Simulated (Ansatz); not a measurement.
TiTe: do energies and stresses tell the same story?

The calculation used DFT PBEsol, scalar-relativistic, plane waves, PAW in Ansatz.

Plane waves to 420 eV, a k mesh through Γ of 12×12×8 on the computed 4-atom cell and Gaussian smearing (0.10 eV); no spin polarisation.

Relaxed cell: P6_3/mmc, a = 3.610 Å, b = 3.610 Å, c = 7.224 Å, α = 90.00°, β = 90.00°, γ = 120.00°, 4 atoms in the primitive cell. Whether it is the stable form of this composition wasn't checked.

Energies at zero smearing and pressures from the stress tensor, at volumes with shape and atoms relaxed:
```tsv
V (Å³/atom)	E − E(first) (meV/atom)	P (GPa)
19.158	0.00	6.74
19.770	-18.36	3.09
20.381	-23.90	-0.01
20.993	-18.55	-2.62
21.604	-4.03	-4.83
```

Problem. Check P = −dE/dV between neighbouring volumes, and get the bulk modulus from the pressures alone.

Solution. With 1 eV/Å³ = 160.2 GPa:
```
middle V (Å³/atom)  −ΔE/ΔV (GPa) mean P (GPa)
            19.464         4.812         4.914
            20.075         1.451         1.541
            20.687        -1.403        -1.315
            21.298        -3.804        -3.729
```

The two differ by 0.10 GPa at most. The mean of two end pressures misses the average over a step by about ΔV² P″/12, up to 0.05 GPa here; with that taken off 0.05 GPa remains. The stress is the derivative of the free energy, not of the energy at zero smearing, and with free energies 0.00 GPa remains. Around V = 20.381 Å³/atom, the two neighbours give B = −V ΔP/ΔV = 20.381 × 5.71 / 1.223 = 95.2 GPa, against B0 = 94.9 GPa from the Birch–Murnaghan fit of the energies.

Cost: 6 runs of about 7.3 core-minutes in all, on Arm Neoverse V2 (shared hosts).